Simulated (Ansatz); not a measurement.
## Relaxing a structure of CdGeAs₂

The relaxed structure here is a generated cell of CdGeAs2: the first start was made by a random draw of sites in a space group, and the end was not matched to a known phase here, so it may be hypothetical.

The start is a randomly generated symmetric cell of CdGeAs2 (space group No. 123). The structure is fully relaxed (lattice and positions, P = 0) with PBE (plane waves to 420 eV, PAW, scalar-relativistic; Ansatz, a first-principles code). First-step values are on the input's coarse k-mesh.

Ansatz input (later rounds restart from its end on a renewed k-mesh):
Ansatz 0.2 input:
```yaml
crystal:
  lattice:
    - [5.1605428, 0, 0]
    - [0, 5.1605428, 0]
    - [0, 0, 4.1734734]
  atoms:
    - { symbol: As, position: [0, 0, 0] }
    - { symbol: As, position: [0.5, 0.5, 0] }
    - { symbol: Cd, position: [0.5, 0.5, 0.5] }
    - { symbol: Ge, position: [0, 0, 0.5] }
basis: { ecutwfc: 420, ecutrho_ratio: 4, xc_grid: 2, fft_grid_basis: typed }
kpoints: { mp_grid: { grid: [5, 5, 6] } }
hamiltonian:
  xc: pbe
  dispersion: none
  pseudopotentials: { kind: paw }
scf: { occupations: { method: fermi_dirac, width: 0.05 } }
relax: { f_tol: 0.01, max_steps: 100, cell: { stress_tol: 0.02 } }
output: { forces: true, stress: true }
```

| Property | Value |
|---|---|
| Initial pressure | +25 GPa (positive: the cell is compressed) |
| Energy released | 1.57 to 1.58 eV/atom (the two k-meshes of the run give this range) |
| Shortest distances (start → end) | The closest pairs of elements (up to four, under 3.6 Å), start → end: As–Cd 2.09 → 2.80 Å; As–Ge 2.09 → 2.80 Å; As–As 3.65 → 2.78 Å; Cd–Ge 3.65 → 2.78 Å |
| Optimiser moves | 24 |

Final structure:

```cif
data_As2CdGe
_chemical_formula_sum 'As2 Cd1 Ge1'
_space_group_name_H-M_alt 'P4/mmm'
_space_group_IT_number 123
_space_group_name_Hall '-P 4 2'
_cell_length_a 3.92473
_cell_length_b 3.92473
_cell_length_c 5.59930
_cell_angle_alpha 90.000
_cell_angle_beta 90.000
_cell_angle_gamma 90.000
loop_
_atom_site_label
_atom_site_type_symbol
_atom_site_symmetry_multiplicity
_atom_site_Wyckoff_symbol
_atom_site_fract_x
_atom_site_fract_y
_atom_site_fract_z
_atom_site_occupancy
As1 As 1 a 0.00000 0.00000 0.00000 1
As2 As 1 c 0.50000 0.50000 0.00000 1
Cd1 Cd 1 d 0.50000 0.50000 0.50000 1
Ge1 Ge 1 b 0.00000 0.00000 0.50000 1
```

Final values are on a 12×12×9 k-mesh of the relaxed cell. No spin polarisation in the result.

The run could not lose the symmetry of its start: the end is stationary, and may be a saddle point rather than a minimum.

All atoms sit on sites fixed by symmetry, so only the cell could relax.
